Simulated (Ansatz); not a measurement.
BAs in space group P6_222 (No. 180; B on 3d, As on 3c) at seven volumes, DFT-HSE06 in the program Ansatz with PAW potentials, shape and atoms relaxed at each. One row is withheld.

| V (Å³/atom) | P (GPa) |
|---|---|
| 11.444 | 17.61 |
| 11.821 | ? |
| 12.199 | 4.99 |
| 12.576 | 0.00 |
| 12.953 | -4.27 |
| 13.330 | -7.92 |
| 13.708 | -11.04 |

Q: Fit the shown pressures and predict the withheld one.

A: Third-order Birch–Murnaghan: P = (3/2)B₀(x^(7/2) − x^(5/2))[1 + (3/4)(B′ − 4)(x − 1)] with x = (V₀/V)^(2/3). Least squares on the six rows gives V₀ = 12.576 Å³/atom, B₀ = 153.4 GPa, B′ = 4.16. At V = 11.821, x = 1.0421 and P = 10.80 GPa. The run itself gave 10.81 GPa.

The cell is a constructed one: a structure type filled with these elements; neither database checked (COD, Materials Project) lists it. It is not the phase usual at ambient conditions (space group No. 216). The HSE06 relaxation kept the symmetry of its start; its stability against distortions is not shown here.

Potentials: the later of the program's two PAW sets.
